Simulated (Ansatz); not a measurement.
LaBr (R-3m); free moments.

```
CELL_PARAMETERS angstrom
2.06604 1.19283 10.63456
-2.06604 1.19283 10.63456
0.00000 -2.38566 10.63456
ATOMIC_POSITIONS crystal
La 0.88011 0.88011 0.88011
La 0.11989 0.11989 0.11989
Br 0.60743 0.60743 0.60743
Br 0.39257 0.39257 0.39257
```

Geometry: a structure from the Materials Project; nothing is relaxed.

Settings: LDA, 8×8×8 k mesh, Fermi–Dirac smearing of 0.05 eV. LAPW is all-electron LAPW in Ansatz 0.2.0. Site moments are integrated in spheres about the atoms. Start moments (μB): La1 -0.2, La2 -0.2.

The self-consistent cycle went as follows.

```tsv
iteration	Harris–Foulkes energy less the last (meV)	density residual (eV)	M (μB)	∫|m| (μB)
1	-394.896	2.2e+00	-0.3660	0.3663
2	-274.288	1.6e+00	-0.4379	0.4379
3	5.745	1.1e-01	-0.4872	0.4872
4	31.535	2.9e-02	-0.6999	0.6999
5	24.665	1.1e-03	-0.9129	0.9129
6	15.391	2.7e-04	-1.1014	1.1014
7	7.915	1.6e-04	-1.2547	1.2547
8	3.276	1.3e-04	-1.3612	1.3613
9	1.017	3.3e-04	-1.4230	1.4230
10	0.840	7.9e-05	-1.4356	1.4357
11	0.498	1.1e-04	-1.4526	1.4526
12	0.055	1.5e-04	-1.4848	1.4848
13	-0.013	4.5e-05	-1.5023	1.5023
14	0.000	4.8e-07	-1.5055	1.5056
15	0.000	2.2e-08	-1.5058	1.5058
16	0.000	2.2e-09	-1.5060	1.5060
17	0.000	2.2e-10	-1.5061	1.5061
18	0.000	1.4e-10	-1.5061	1.5061
```

Site moments (μB): La1 -0.33, La2 -0.33, Br3 -0.02, Br4 -0.02. Cell moment -1.51 μB.

The Ansatz runs typed with the search for lower states off end where their start leads. Spin–orbit coupling is left out although heavy atoms are present. The magnetic state is the one that this cell and start allow. It needn't be the compound's measured order, which may need a larger cell or be absent.
